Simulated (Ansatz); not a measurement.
Consider the following.

MoRu:
```cif
data_MoRu
_chemical_formula_sum 'Ru1 Mo1'
_space_group_name_H-M_alt 'P 1'
_space_group_IT_number 1
_cell_length_a 2.77559
_cell_length_b 2.77559
_cell_length_c 3.84325
_cell_angle_alpha 90.000
_cell_angle_beta 90.000
_cell_angle_gamma 90.000
loop_
_space_group_symop_operation_xyz
  'x, y, z'
loop_
_atom_site_label
_atom_site_type_symbol
_atom_site_fract_x
_atom_site_fract_y
_atom_site_fract_z
_atom_site_occupancy
Ru1 Ru 0.00000 0.00000 0.00000 1
Mo1 Mo 0.50000 0.50000 0.50000 1
```

This is the PBE-relaxed structure.

Q: All from PBE (plane waves, PAW; program Ansatz), unless another level is named. Predict the density of states at the Fermi level.

A: 1.2 states/eV per atom (mean over ±0.08 eV).

Q: What about the formation energy from the elements (no fitted shifts)?

A: 0.059 eV/atom.

Space group P4/mmm (L1₀ or tetragonal B2). The start of the workflow was typed in or built on a structure type; neither database checked (COD, Materials Project) lists it. Its standing as an ambient phase is unchecked. The cell was relaxed with PBE under the symmetry of its start; whether a distortion lowers the energy is not shown. No spin polarisation was allowed. The references are the lowest solids computed at this level, not always the standard phases. Scalar-relativistic: spin–orbit coupling is off unless named, which matters more the heavier the elements.

Potentials: the later of the program's two PAW sets.
